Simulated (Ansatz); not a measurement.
TaGa₃ (Cu3Au type, Pm-3m) at seven volumes, PBE (plane waves, PAW; program Ansatz), scaled uniformly. One row is withheld.

```
V (Å³/atom)  P (GPa)
-----------  -------
14.963         13.00
15.456          7.92
15.950          3.65
16.443          0.00
16.936             ?
17.429         -5.74
17.923         -7.91
```

### Question
Fit the shown pressures and predict the withheld one.

### Answer
P = (3/2)B₀(x^(7/2) − x^(5/2))[1 + (3/4)(B′ − 4)(x − 1)] with x = (V₀/V)^(2/3). Least squares on the six rows gives V₀ = 16.442 Å³/atom, B₀ = 112 GPa, B′ = 4.48. At V = 16.936, x = 0.9805 and P = -3.10 GPa. The run itself gave -3.13 GPa.

The cell is a constructed one: a structure type filled with these elements; neither database checked (COD, Materials Project) lists it. COD files the formula under space group No. 139, so this cell is another polymorph or a model. Its standing as an ambient phase is unchecked. The cell was relaxed with PBE under the symmetry of its start; its stability against distortions is not shown here. No spin polarisation was allowed. Spin–orbit coupling is left out wherever it is not named.

Potentials: the earlier of the program's two PAW sets.
